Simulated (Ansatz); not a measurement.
A relaxed cell of Zr2C is given with its symmetry left out. The cell was found from a structure generator's guess, not taken from experiment.

These are results of DFT PBE, scalar-relativistic, plane waves, PAW in Ansatz, not measurements. Cutoff 420 eV, Γ-centred mesh, Gaussian smearing, no spin polarisation.

```xyz
3
Lattice="1.6677 0.9629 5.3829 -1.6677 0.9629 5.3829 0.0000 -1.9257 5.3829" Properties=species:S:1:pos:R:3 pbc="T T T"
Zr    0.0000    0.0000    4.1271
Zr    0.0000    0.0000   12.0215
C     0.0000    0.0000    0.0000
```

Formation energies are uncorrected and refer to the elements' standard structures at the same level.

(1) What space group does it have?

(2) How far does it lie from the elements in energy?

(3) Is it a metal?

Results:

(1) R-3m (No. 166), the anti-cadmium chloride type. Conventional cell: a = 3.335 Å, c = 16.149 Å. Zr is surrounded by 3 C at 2.30 Å and 12 Zr at 3.16–3.46 Å; C has 6 Zr at 2.30 Å.

(2) −0.64 eV/atom. Whether it is stable depends on the other phases of the system, which aren't compared here.

(3) Yes, bands cross the Fermi level on the 18×18×18 mesh.

The last run used an 18×18×18 mesh for its 3-atom cell and Gaussian smearing of 0.10 eV. The reference form of C is held partly by dispersion forces, which this level lacks. A later test with randomly moved atoms came back to the same energy, though modes that don't fit the test's cell weren't probed.
